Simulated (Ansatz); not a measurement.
## Pressure against volume: Sn

```xyz
1
Lattice="-1.5908 1.5908 2.9156 1.5908 -1.5908 2.9156 1.5908 1.5908 -2.9156" Properties=species:S:1:pos:R:3 pbc="T T T"
Sn    0.0000    0.0000    0.0000
```

Conventional cell: a = 3.182 Å, b = 3.182 Å, c = 5.831 Å, α = 90.00°, β = 90.00°, γ = 90.00°. Around Sn (atom 1) lie 4 Sn at 3.18 Å.

The cell comes from COD entry 1540069, which wasn't checked; take it as a given geometry.

No spin–orbit coupling, which matters for the heavy atoms here.

Methods: DFT, PBEsol, all-electron LAPW, scalar-relativistic (Ansatz 0.2.0); DFT, PBEsol, PAW with Ansatz's default frozen-core files, scalar-relativistic (Ansatz 0.2.0).

For LAPW: a Γ-centred 18×18×18 k mesh, Fermi–Dirac smearing of 0.03 eV, basis error target 1 meV/atom, no spin polarisation. PAW takes a cutoff of 420 eV at this cell (files made with PBE, cores remade for this functional). The Ansatz runs share mesh, smearing and spin set-up. Plane-wave (PAW) pressures include the program's estimate of the Pulay term.

The cell above is scaled evenly, with fractional coordinates and shape held.

```json
{"V/V(cell)": "0.9400", "V (Å³/atom)": "27.741", "P, LAPW (GPa)": "-1.68", "P, PAW (GPa)": "-1.68", "free energy over the lowest listed, PAW (meV/atom)": "0.0"}
{"V/V(cell)": "0.9405", "V (Å³/atom)": "27.756", "P, LAPW (GPa)": "-1.70", "P, PAW (GPa)": "-1.71", "free energy over the lowest listed, PAW (meV/atom)": "0.2"}
{"V/V(cell)": "0.9600", "V (Å³/atom)": "28.332", "P, LAPW (GPa)": "-2.60", "P, PAW (GPa)": "-2.61", "free energy over the lowest listed, PAW (meV/atom)": "7.9"}
{"V/V(cell)": "0.9700", "V (Å³/atom)": "28.627", "P, LAPW (GPa)": "-3.02", "P, PAW (GPa)": "-3.03", "free energy over the lowest listed, PAW (meV/atom)": "13.1"}
{"V/V(cell)": "0.9800", "V (Å³/atom)": "28.922", "P, LAPW (GPa)": "-3.41", "P, PAW (GPa)": "-3.42", "free energy over the lowest listed, PAW (meV/atom)": "19.1"}
{"V/V(cell)": "0.9900", "V (Å³/atom)": "29.217", "P, LAPW (GPa)": "-3.77", "P, PAW (GPa)": "-3.78", "free energy over the lowest listed, PAW (meV/atom)": "25.7"}
{"V/V(cell)": "1.0000", "V (Å³/atom)": "29.512", "P, LAPW (GPa)": "-4.11", "P, PAW (GPa)": "-4.11", "free energy over the lowest listed, PAW (meV/atom)": "33.0"}
{"V/V(cell)": "1.0100", "V (Å³/atom)": "29.807", "P, LAPW (GPa)": "-4.43", "P, PAW (GPa)": "-4.43", "free energy over the lowest listed, PAW (meV/atom)": "40.9"}
{"V/V(cell)": "1.0200", "V (Å³/atom)": "30.102", "P, LAPW (GPa)": "-4.73", "P, PAW (GPa)": "-4.73", "free energy over the lowest listed, PAW (meV/atom)": "49.3"}
{"V/V(cell)": "1.0300", "V (Å³/atom)": "30.397", "P, LAPW (GPa)": "-5.01", "P, PAW (GPa)": "-5.01", "free energy over the lowest listed, PAW (meV/atom)": "58.3"}
{"V/V(cell)": "1.0400", "V (Å³/atom)": "30.693", "P, LAPW (GPa)": "-5.28", "P, PAW (GPa)": "-5.28", "free energy over the lowest listed, PAW (meV/atom)": "67.7"}
{"V/V(cell)": "1.0600", "V (Å³/atom)": "31.283", "P, LAPW (GPa)": "-5.77", "P, PAW (GPa)": "-5.77", "free energy over the lowest listed, PAW (meV/atom)": "88.1"}
```
